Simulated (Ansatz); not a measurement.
input.yaml (Ansatz)

```yaml
crystal:
  lattice:
    - [4.8560666199, 0.0, 0.0]
    - [0.0, 4.8560666199, 0.0]
    - [0.0, 0.0, 4.8560666199]
  atoms:
    - { symbol: Cs, position: [0.0, 0.0, 0.0] }
hamiltonian:
  xc: pbesol
  pseudopotentials:
    kind: paw
    azcp:
      Cs: "pseudopotentials/Cs.paw.azcp"
basis:
  ecutwfc: 420
  fft_grid_basis: typed
kpoints:
  mp_grid: { grid: [7, 7, 7], shift: [0, 0, 0] }
magnetization:
  spin_polarized: false
scf:
  occupations: { method: fermi_dirac, width: 0.1 }
  lower_state_search: "off"
output:
  stress: true
  write_density: true
  write_potential: true
  elf: true
  volumetric_format: npy
```

Terminal output

```
Warning: the record states the generating functional pbe (its physics header spells it `PBE`), which answers neither for hamiltonian.xc's functional nor for the pbesol family's — results may be inconsistent (PPs are generated against a specific XC)
Engine: ansatz 0.2.0, aarch64-unknown-linux-gnu
Pseudopotentials: kind: paw
Pseudopotential: Cs, paw, valence charge 9, recommended cutoff 420 eV (normal) 
Functional definition: PBEsol
  exchange = pbesol_x
  correlation = pbesol_c
Crystal: 1 atoms, lattice volume = 114.513 Å³
Basis set: ecut = 420 eV, 2205 PW (Γ)
Bands: 9, of which v1, the nominal top of the filled ones, is band 5 counted from 1 (4 counted from 0)
Symmetry: 48 space group operations
Space group: Pm-3m (ITA 221), of the structure as read, at distance tolerance 4.9e-5 Å
k-points: 20 of 343
Non-local potential: Cs, projectors of the file, l = 0: 3, l = 1: 2, l = 2: 2, l = 3: 2
PAW form: soft (Blöchl's): semilocal exchange-correlation on the pseudo side does not see the compensation charge
PAW frozen core: Cs, regenerated for the run's functional, and the local potential with it (the file was generated under x = pbe(κ = 0.804, μ = 0.2195149727645171), c = pbe(β = 0.06672455060314922))
PAW one-centre angular grid: Cs, 194 points (default); XC on 64 Gauss nodes
Initial density: superposition of atomic densities (neutral atoms: chi_scale 0, normalization atom), corrected by the library's trained network
Initial wavefunctions: pseudopotential atomic-orbital guess
Functional: x = pbesol(κ = 0.804, μ = 0.12345679012345678), c = pbesol(β = 0.046)
SCF iter   1: F=—  HF=-5585.713734 eV  |F-HF|=—  |Δ(HF+E_count)|=         —  Δρ=7.97e-4  dr2=9.43e-4  ethr=1.77e-3  ⟨swp⟩=6.0  Hψ=1477  notcnv=0
SCF iter   2: F=—  HF=-5585.714413 eV  |F-HF|=—  |Δ(HF+E_count)|=   6.79e-4  Δρ=4.80e-4  dr2=4.53e-4  ethr=1.05e-5  ⟨swp⟩=2.0  Hψ=432  notcnv=0
SCF iter   3: F=—  HF=-5585.714706 eV  |F-HF|=—  |Δ(HF+E_count)|=   2.94e-4  Δρ=1.23e-4  dr2=1.72e-5  ethr=5.03e-6  ⟨swp⟩=2.0  Hψ=274  notcnv=0
SCF iter   4: F=—  HF=-5585.714703 eV  |F-HF|=—  |Δ(HF+E_count)|=   3.19e-6  Δρ=2.50e-5  dr2=1.67e-6  ethr=1.91e-7  ⟨swp⟩=2.1  Hψ=276  notcnv=0
SCF iter   5: F=—  HF=-5585.714704 eV  |F-HF|=—  |Δ(HF+E_count)|=   7.33e-7  Δρ=6.82e-6  dr2=1.25e-7  ethr=1.85e-8  ⟨swp⟩=2.9  Hψ=284  notcnv=0
SCF iter   6: F=-5585.714704 eV  HF=-5585.714704 eV  |F-HF|=4.46e-11  |Δ(HF+E_count)|=   4.24e-8  Δρ=9.09e-7  dr2=2.35e-9  ethr=1.11e-9  ⟨swp⟩=9.3  Hψ=1228  notcnv=0
SCF 1 converged in 6 iterations: F = -5585.714704 eV  dr2 = 2.35e-9
SCF converged after 6 iterations
Free energy (F): -5585.714704 eV
Harris-Foulkes:  -5585.714704 eV  (|F-HF|=4.46e-11)
Internal energy: -5585.674809 eV  (E = F + TS)
E sigma→0 (E₀):  -5585.694757 eV
Entropy (-TS):   -0.039895 eV (-39.895 meV/atom)
Fermi energy:    2.191367 eV
--- Per-component energies (eV) ---
  E_band       = -93.499030
  E_kinetic    = 140.929084
  E_local      = -405.293725  (includes V_loc(G=0)·N_el)
  E_nonlocal   = 31.316287
  E_hartree    = 142.808726
  E_xc         = -171.248305
  E_vxc        = -124.205906  (∫ρ·V_xc dr)
  E_paw        = -4983.587943  (= ΣΔE_a)
  E_vpaw       = -21.861376  (= ΣTr[D̂ρ^β])
  E_aug_tail   = -0.000001  (compensation charges beyond the density's cutoff)
  E_ewald      = -340.743091
  E_core_change = 0.144160  (= ΣΔE_core)
  E_smearing   = -0.039895  (= −TS)
  E_closure    = -0.000000  (closes the sum)
  Σ components = -5585.714704   (vs F -5585.714704, Δ=0.00e0)
--- Stress (GPa, compression-positive) ---
        0.063893       0.000000      -0.000000
        0.000000       0.063893       0.000000
        0.000000       0.000000       0.063893
  P = ⅓ Tr σ = 0.0639 GPa (0.639 kbar)
--- Band table (eV; the first three rows and the last of 20) ---
  k-point 0: bands = ["-21.8163", "-8.5001", "-8.5001", "-8.5001", "0.5028", "3.5087", "3.5087", "6.6926", "6.6926"]
  k-point 1: bands = ["-21.8145", "-8.5431", "-8.4965", "-8.4965", "0.6805", "3.5676", "3.5788", "6.1232", "6.1232"]
  k-point 2: bands = ["-21.8103", "-8.6368", "-8.4883", "-8.4883", "1.1609", "3.4330", "3.7569", "5.5163", "5.5163"]
  k-point 19: bands = ["-21.7886", "-8.6571", "-8.6556", "-8.6556", "3.0895", "3.3271", "3.3271", "5.5271", "5.7886"]
```
